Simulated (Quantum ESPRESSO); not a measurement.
# Si2Ga3P3: input and log of a self-consistent run

Simulated, not a measurement. The program is pw.x of Quantum ESPRESSO 7.5 (plane-wave density functional theory). The cell is made up: 8 atoms on a zincblende/diamond lattice, with randomly drawn elements, strain and displacements, not relaxed. PseudoDojo standard norm-conserving files (v0.5 for PBE, v0.4.1 for LDA and PBEsol) set the functional; there is no spin polarisation, spin-orbit coupling or dispersion term, and the masses in the input are unused placeholders.

Input:

```
&control calculation='scf', pseudo_dir='./dojo.nc.sr.pbe.v0_5.standard.upf', outdir='./o', disk_io='low', tprnfor=.true., tstress=.true. /
&system ibrav=0, nat=8, ntyp=3, nbnd=37, ecutwfc=79.96652505, nosym=.true., tot_charge=0,
 occupations='smearing', smearing='fd', degauss=0.0018374661
/
&electrons conv_thr=7.350e-09, electron_maxstep=60, /
ATOMIC_SPECIES
Ga 1.0 Ga.upf
P 1.0 P.upf
Si 1.0 Si.upf
CELL_PARAMETERS angstrom
5.3873 0.0 0.0
0.0 5.3873 0.0
0.0 0.0 5.3873
ATOMIC_POSITIONS angstrom
Si -0.0767 -0.0097 0.0525
Ga -0.0627 2.5356 2.8503
Ga 2.7588 -0.1701 2.7529
Ga 2.6877 2.7181 0.0619
P 1.2887 1.4332 1.2989
P 1.4423 4.0303 4.054
Si 4.0691 1.2442 4.0361
P 4.108 4.1198 1.3421
K_POINTS automatic
4 4 4 1 1 1
```

The log is shortened where brackets say so; the opening notice, blank lines, dates and the lines on written files are dropped, and the path of the files is cut. It prints rydbergs, bohrs and kilobars, and counts compression as positive stress. With no partly filled state, the Fermi energy that it prints is only some level between the filled and the empty states on the mesh, and need not lie in the true gap.

```
     Program PWSCF v.7.5
     Parallel version (MPI & OpenMP), running on       4 processor cores
     Number of MPI processes:                 4
     Threads/MPI process:                     1
     [start-up lines left out]
     bravais-lattice index     =            0
     lattice parameter (alat)  =      10.1805  a.u.
     unit-cell volume          =    1055.1400 (a.u.)^3
     number of atoms/cell      =            8
     number of atomic types    =            3
     number of electrons       =        62.00
     number of Kohn-Sham states=           37
     kinetic-energy cutoff     =      79.9665  Ry
     charge density cutoff     =     319.8661  Ry
     scf convergence threshold =      7.3E-09
     mixing beta               =       0.7000
     number of iterations used =            8  plain     mixing
     Exchange-correlation= PBE
                           (   1   4   3   4   0   0   0)
     [axes and pseudopotential details left out]
   Cartesian axes
     site n.     atom                  positions (alat units)
         1        Si     tau(   1) = (  -0.0142372  -0.0018005   0.0097451  )
         2        Ga     tau(   2) = (  -0.0116385   0.4706625   0.5290776  )
         3        Ga     tau(   3) = (   0.5120933  -0.0315743   0.5109981  )
         4        Ga     tau(   4) = (   0.4988956   0.5045385   0.0114900  )
         5        P      tau(   5) = (   0.2392107   0.2660331   0.2411041  )
         6        P      tau(   6) = (   0.2677222   0.7481113   0.7525105  )
         7        Si     tau(   7) = (   0.7553134   0.2309506   0.7491879  )
         8        P      tau(   8) = (   0.7625341   0.7647244   0.2491229  )
     number of k points=    32  Fermi-Dirac smearing, width (Ry)=  0.0018
                       cart. coord. in units 2pi/alat
        k(    1) = (   0.1250000   0.1250000   0.1250000), wk =   0.0625000
        k(    2) = (   0.1250000   0.1250000   0.3750000), wk =   0.0625000
     [further k points left out]
     Dense  grid:   101673 G-vectors     FFT dimensions: (  60,  60,  60)
     Estimated max dynamical RAM per process >     189.47 MB
     Estimated total dynamical RAM >     683.41 MB
     Initial potential from superposition of free atoms
     starting charge      61.9903, renormalised to      62.0000
     Starting wfcs are   47 randomized atomic wfcs
     total cpu time spent up to now is        3.1 secs
     per-process dynamical memory:   134.6 Mb
     Self-consistent Calculation
     iteration #  1     ecut=    79.97 Ry     beta= 0.70
     Davidson diagonalization with overlap
     ethr =  1.00E-02,  avg # of iterations =  3.8
     Threshold (ethr) on eigenvalues was too large:
     Diagonalizing with lowered threshold
     Davidson diagonalization with overlap
     ethr =  4.54E-04,  avg # of iterations =  4.5
     total cpu time spent up to now is       12.8 secs
     total energy              =    -517.30042523 Ry
     estimated scf accuracy    <       0.29837227 Ry
     iteration #  2     ecut=    79.97 Ry     beta= 0.70
     Davidson diagonalization with overlap
     ethr =  4.81E-04,  avg # of iterations =  2.0
     total cpu time spent up to now is       17.2 secs
     total energy              =    -517.35520424 Ry
     estimated scf accuracy    <       0.05232398 Ry
     iteration #  3     ecut=    79.97 Ry     beta= 0.70
     Davidson diagonalization with overlap
     ethr =  8.44E-05,  avg # of iterations =  4.7
     total cpu time spent up to now is       22.3 secs
     total energy              =    -517.36617304 Ry
     estimated scf accuracy    <       0.00432167 Ry
     iteration #  4     ecut=    79.97 Ry     beta= 0.70
     Davidson diagonalization with overlap
     ethr =  6.97E-06,  avg # of iterations = 10.2
     total cpu time spent up to now is       28.5 secs
     total energy              =    -517.36702267 Ry
     estimated scf accuracy    <       0.00112077 Ry
     iteration #  5     ecut=    79.97 Ry     beta= 0.70
     Davidson diagonalization with overlap
     ethr =  1.81E-06,  avg # of iterations =  3.9
     total cpu time spent up to now is       32.8 secs
     total energy              =    -517.36725337 Ry
     estimated scf accuracy    <       0.00003327 Ry
     iteration #  6     ecut=    79.97 Ry     beta= 0.70
     Davidson diagonalization with overlap
     ethr =  5.37E-08,  avg # of iterations =  3.2
     total cpu time spent up to now is       37.7 secs
     total energy              =    -517.36726460 Ry
     estimated scf accuracy    <       0.00000728 Ry
     iteration #  7     ecut=    79.97 Ry     beta= 0.70
     Davidson diagonalization with overlap
     ethr =  1.17E-08,  avg # of iterations =  2.1
     total cpu time spent up to now is       41.7 secs
     total energy              =    -517.36726638 Ry
     estimated scf accuracy    <       0.00000082 Ry
     iteration #  8     ecut=    79.97 Ry     beta= 0.70
     Davidson diagonalization with overlap
     ethr =  1.32E-09,  avg # of iterations =  2.0
     total cpu time spent up to now is       45.7 secs
     total energy              =    -517.36726657 Ry
     estimated scf accuracy    <       0.00000007 Ry
     iteration #  9     ecut=    79.97 Ry     beta= 0.70
     Davidson diagonalization with overlap
     ethr =  1.12E-10,  avg # of iterations =  3.7
     total cpu time spent up to now is       50.7 secs
     total energy              =    -517.36726660 Ry
     estimated scf accuracy    <       0.00000001 Ry
     iteration # 10     ecut=    79.97 Ry     beta= 0.70
     Davidson diagonalization with overlap
     ethr =  2.41E-11,  avg # of iterations =  2.7
     total cpu time spent up to now is       54.8 secs
     End of self-consistent calculation
          k = 0.1250 0.1250 0.1250 ( 12764 PWs)   bands (ev):
    -7.1179  -7.0743  -7.0144  -6.9826  -6.9156  -6.9082  -6.8972  -6.8871
    -6.8828  -6.8640  -6.8366  -6.8296  -6.8096  -6.7803  -6.7655  -4.9733
    -2.7700  -2.4032  -0.7480   0.2216   1.1100   1.5352   3.8829   4.0702
     4.5114   4.6535   5.1578   5.2639   6.3166   7.2987   7.7798   8.6076
     8.9805   9.3080   9.8710  10.1935  10.4676
     [levels at the other k points left out]
     the Fermi energy is     8.2042 ev
!    total energy              =    -517.36726660 Ry
     estimated scf accuracy    <          3.7E-09 Ry
     smearing contrib. (-TS)   =      -0.00000000 Ry
     internal energy E=F+TS    =    -517.36726660 Ry
     The total energy is F=E-TS. E is the sum of the following terms:
     one-electron contribution =    -248.18872350 Ry
     hartree contribution      =     169.90486040 Ry
     xc contribution           =    -144.37798807 Ry
     ewald contribution        =    -294.70541542 Ry
     convergence has been achieved in  10 iterations
     Forces acting on atoms (cartesian axes, Ry/au):
     atom    1 type  3   force =     0.07828033    0.02525134   -0.02947325
     atom    2 type  1   force =     0.06254688    0.08124621   -0.05924621
     atom    3 type  1   force =    -0.01811690    0.08381883   -0.03502587
     atom    4 type  1   force =     0.04347949   -0.01849040   -0.02748154
     atom    5 type  2   force =    -0.00374836   -0.06741645    0.03310033
     atom    6 type  2   force =    -0.09152994   -0.01704242    0.03507682
     atom    7 type  3   force =    -0.07778203   -0.01530986    0.06746584
     atom    8 type  2   force =     0.00687052   -0.07205725    0.01558389
     Total force =     0.255141     Total SCF correction =     0.000193
     Computing stress (Cartesian axis) and pressure
          total   stress  (Ry/bohr**3)                   (kbar)     P=       73.42
   0.00050372   0.00024178  -0.00025620           74.10       35.57      -37.69
   0.00024178   0.00046468  -0.00024214           35.57       68.36      -35.62
  -0.00025620  -0.00024214   0.00052896          -37.69      -35.62       77.81
     init_run     :      2.93s CPU      3.06s WALL (       1 calls)
     electrons    :     51.40s CPU     51.71s WALL (       1 calls)
     forces       :      0.90s CPU      0.90s WALL (       1 calls)
     stress       :      3.12s CPU      3.13s WALL (       1 calls)
     [timing details left out]
     PWSCF        :     58.48s CPU     58.97s WALL
     JOB DONE.
```

In other units: free energy -7039.140 eV for the cell, pressure 7.34 GPa, largest force component 2.353 eV/Å. A rerun of this cell at 1377 eV and a 6 x 6 x 6 mesh moved values by no more than 0.011 eV in energy, 0.04 GPa in stress and 0.008 eV/Å in force.